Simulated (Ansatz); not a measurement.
GePt in space group I4_1md (No. 109; Pt on 4a, Ge on 4a) under volume change, plane-wave PAW PBE (Ansatz code), shape and atoms relaxed at each volume.

| V (Å³/atom) | E − E(relaxed) (meV/atom) | P (GPa) |
|---|---|---|
| 15.826 | 71.9 | 16.19 |
| 16.347 | 29.9 | 9.79 |
| 16.869 | 7.0 | 4.45 |
| 17.391 | 0.0 | 0.00 |
| 17.913 | 6.2 | -3.67 |
| 18.434 | 23.2 | -6.66 |
| 18.956 | 48.9 | -9.06 |

**Question.** What does a third-order Birch–Murnaghan fit give for V₀, B₀ and B′?

**Answer.** V₀ = 17.39 Å³/atom, B₀ = 133 GPa, B′ = 5.4.

The cell is a constructed one: a structure type filled with these elements; neither database checked (COD, Materials Project) lists it. COD files the formula under space group No. 62, so this cell is another polymorph or a model. Whether it is the stable phase at ambient conditions was not checked. The cell was relaxed with PBE under the symmetry of its start; its stability against distortions is not shown here. The run is not spin-polarised. Spin–orbit coupling is left out wherever it is not named.

Potentials: the later of the program's two PAW sets.
